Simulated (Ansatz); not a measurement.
Here is the system:

Starting cell, Sc (hcp, Mg type):

```
CELL_PARAMETERS angstrom
      3.31943     0.00000     0.00000
     -1.65971     2.87471     0.00000
      0.00000     0.00000     5.16637
ATOMIC_POSITIONS crystal
  Sc 0.33333 0.66667 0.75000
  Sc 0.66667 0.33333 0.25000
```

Scan: atom 1 (Sc, nearest neighbour Sc at 3.216 Å; its periodic images, 3.3 Å or more away, move with it) is displaced along Cartesian x, direction (1.000, 0.000, 0.000) in Cartesian axes, by s. The other atoms stay.

Calculation: PBE (plane waves to 420 eV, PAW, scalar-relativistic; Ansatz, a program for electronic structure). k mesh 13×13×7 (Γ-centred), Fermi-Dirac smearing 0.05 eV. Energies are smeared free energies. With partly filled bands, energies and forces of such displacements shift with the k mesh and the smearing. Sc is run without spin polarisation. Sc was relaxed with its symmetry unable to fall. The zero of ΔE is the undisplaced structure.

The scan covers s from -0.640 to 0.640 Å in 11 points.

Is the energy the same for equal positive and negative displacements?

Even: the same for both signs. With its periodic images moving along, the atom's site symmetry in this cell is -6m2.

What force acts on the atom along the line at s = -0.640 Å?

0.674 eV/Å.

What is the force constant k = d²E/ds² of this move at s = 0?

1.47 eV/Å².

(A displaced cell: forces are minus the slopes of the energy, force constants its curvatures, and phonons follow from these.)
